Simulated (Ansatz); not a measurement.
In plane-wave PAW PBE (Ansatz code), Hf in the diamond structure (Fd-3m) relaxes to a = 6.540 Å. Hf has 4 nearest neighbours from 2.83 Å (tetrahedral).

Electronic character: metallic (no gap). Gap from PBE with spin–orbit coupling: none (metallic).

An equation-of-state fit gives a bulk modulus of 298 kbar.

The start of the workflow was typed in or built on a structure type; neither database checked (COD, Materials Project) lists it. It is not the phase usual at ambient conditions (space group No. 194). The cell was relaxed with PBE under the symmetry of its start; whether a distortion lowers the energy is not shown. No spin polarisation was allowed. Scalar-relativistic: spin–orbit coupling is off unless named, which matters more the heavier the elements.

Potentials: the earlier of the program's two PAW sets.
